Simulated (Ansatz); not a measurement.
S:
```cif
data_S24
_chemical_formula_sum 'S24'
_space_group_name_H-M_alt 'P 1'
_space_group_IT_number 1
_cell_length_a 4.84864
_cell_length_b 9.28745
_cell_length_c 14.95157
_cell_angle_alpha 90.000
_cell_angle_beta 90.000
_cell_angle_gamma 90.000
loop_
_space_group_symop_operation_xyz
  'x, y, z'
loop_
_atom_site_label
_atom_site_type_symbol
_atom_site_fract_x
_atom_site_fract_y
_atom_site_fract_z
_atom_site_occupancy
S1 S 0.00707 0.31249 0.88820 1
S2 S 0.99293 0.68751 0.11180 1
S3 S 0.99293 0.68751 0.88820 1
S4 S 0.00707 0.31249 0.11180 1
S5 S 0.50707 0.18751 0.61180 1
S6 S 0.49293 0.81249 0.38820 1
S7 S 0.49293 0.81249 0.61180 1
S8 S 0.50707 0.18751 0.38820 1
S9 S 0.50000 0.50000 0.27682 1
S10 S 0.50000 0.50000 0.72318 1
S11 S 0.00000 0.00000 0.22318 1
S12 S 0.00000 0.00000 0.77682 1
S13 S 0.22647 0.73091 0.00000 1
S14 S 0.77353 0.26909 0.00000 1
S15 S 0.72647 0.76909 0.50000 1
S16 S 0.27353 0.23091 0.50000 1
S17 S 0.76772 0.86928 0.85876 1
S18 S 0.23228 0.13072 0.14124 1
S19 S 0.23228 0.13072 0.85876 1
S20 S 0.76772 0.86928 0.14124 1
S21 S 0.26772 0.63072 0.64124 1
S22 S 0.73228 0.36928 0.35876 1
S23 S 0.73228 0.36928 0.64124 1
S24 S 0.26772 0.63072 0.35876 1
```

Relaxed with r²SCAN.

**Question.** Which orbitals make up the states near the band edges in plane-wave PAW r²SCAN (Ansatz code)?

**Answer.** Top 1 eV of the valence band: S 3p 95 %. Bottom 1 eV of the conduction band: S 3p 77 %, S 3s 13 %, outside the projected shells 11 %. Projections are on Löwdin-orthogonalised atomic valence shells; empty p or d shells of many metals are not among them.

**Question.** Tabulate the density of states.

**Answer.** States/eV per cell of 24 atoms, in 0.25 eV bins, energy from the valence-band maximum.

```tsv
E (eV)	total	S 3p	S 3s
-7.85	0.00	0.00	0.00
-7.60	0.00	0.00	0.00
-7.35	0.00	0.00	0.00
-7.10	0.00	0.00	0.00
-6.85	0.00	0.00	0.00
-6.60	5.31	5.16	0.00
-6.35	10.69	10.43	0.00
-6.10	0.00	0.00	0.00
-5.85	19.27	16.95	1.97
-5.60	12.74	10.85	1.65
-5.35	4.03	3.76	0.22
-5.10	4.57	4.22	0.28
-4.85	15.27	13.68	1.39
-4.60	22.29	19.75	2.25
-4.35	19.55	17.21	2.09
-4.10	21.62	18.97	2.31
-3.85	15.10	13.35	1.50
-3.60	27.94	24.58	2.91
-3.35	11.96	10.32	1.47
-3.10	1.67	1.44	0.21
-2.85	0.00	0.00	0.00
-2.60	0.00	0.00	0.00
-2.35	0.00	0.00	0.00
-2.10	12.34	11.42	0.68
-1.85	35.63	32.96	1.94
-1.60	11.36	10.48	0.65
-1.35	20.54	18.87	1.17
-1.10	16.14	14.75	1.00
-0.85	21.66	20.78	0.49
-0.60	29.90	28.66	0.71
-0.35	21.94	20.88	0.48
-0.10	22.51	21.36	0.59
0.15	0.00	0.00	0.00
0.40	0.00	0.00	0.00
0.65	0.00	0.00	0.00
0.90	0.00	0.00	0.00
1.15	0.00	0.00	0.00
1.40	0.00	0.00	0.00
1.65	0.00	0.00	0.00
1.90	0.00	0.00	0.00
2.15	0.00	0.00	0.00
2.40	0.26	0.19	0.04
2.65	7.73	5.82	1.07
2.90	16.86	12.93	2.17
3.15	18.55	14.28	2.24
3.40	12.76	9.92	1.50
3.65	9.88	7.76	1.11
3.90	23.40	18.53	2.43
4.15	22.41	17.93	1.87
4.40	23.54	19.26	1.27
4.65	14.61	12.12	0.53
4.90	22.57	18.82	0.92
5.15	15.04	12.77	0.53
5.40	4.40	3.83	0.09
5.65	0.00	0.00	0.00
5.90	0.00	0.00	0.00
6.15	0.04	0.00	0.00
6.40	1.14	0.05	0.00
6.65	2.63	0.11	0.01
6.90	5.22	0.22	0.02
7.15	15.92	0.52	0.04
```

Space group Pnnm (S12-ring). The workflow started from a Materials Project entry (that database holds measured and hypothetical structures alike); the Crystallography Open Database files this formula in space group No. 58, but the cells were not matched. It is not the phase usual at ambient conditions (space group No. 70). The cell was relaxed with r²SCAN under the symmetry of its start; its stability against distortions is not shown here. A crystal of weakly bound molecules computed without a dispersion correction: the cell and the soft elastic constants depend strongly on that.

Potentials: the later of the program's two PAW sets.
